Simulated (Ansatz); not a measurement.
**NaTl: computed DOS**

```
Na Tl
1.0
     0.00000    3.73935    3.73935
     3.73935    0.00000    3.73935
     3.73935    3.73935    0.00000
Na Tl
2 2
Direct
  0.00000 0.00000 0.00000
  0.25000 0.25000 0.25000
  0.50000 0.50000 0.50000
  0.75000 0.75000 0.75000
```

The conventional cell has a = 7.479 Å, b = 7.479 Å, c = 7.479 Å, α = 90.00°, β = 90.00°, γ = 90.00°. Na (atom 1) is surrounded by 4 Na at 3.24 Å and 4 Tl at 3.24 Å. Tl (atom 3) has 4 Na at 3.24 Å and 4 Tl at 3.24 Å as nearest neighbours.

Structure from Materials Project entry mp-1564 (possibly hypothetical), not relaxed further.

No spin–orbit coupling, which matters for the heavy atoms here.

Method: DFT, LDA, all-electron LAPW, scalar-relativistic (Ansatz 0.2.0).

The runs use a Γ-centred 10×10×10 k mesh, Fermi–Dirac smearing of 0.05 eV, basis error target 1 meV/atom, no spin polarisation.

States per eV and cell, averaged over 0.6 eV, from -5.8 to 3.6 eV, with energies (bin centres) from the Fermi level; empty bins are left out. 

| E (eV) | total |
| --- | --- |
| -5.6 | 1.31 |
| -5.0 | 0.62 |
| -4.4 | 0.35 |
| -3.8 | 0.19 |
| -3.2 | 0.06 |
| -2.6 | 1.10 |
| -2.0 | 1.52 |
| -1.4 | 1.75 |
| -0.8 | 1.37 |
| -0.2 | 1.03 |
| 0.4 | 2.34 |
| 1.0 | 1.47 |
| 1.6 | 1.22 |
| 2.2 | 1.77 |
| 2.8 | 2.05 |
| 3.4 | 2.04 |
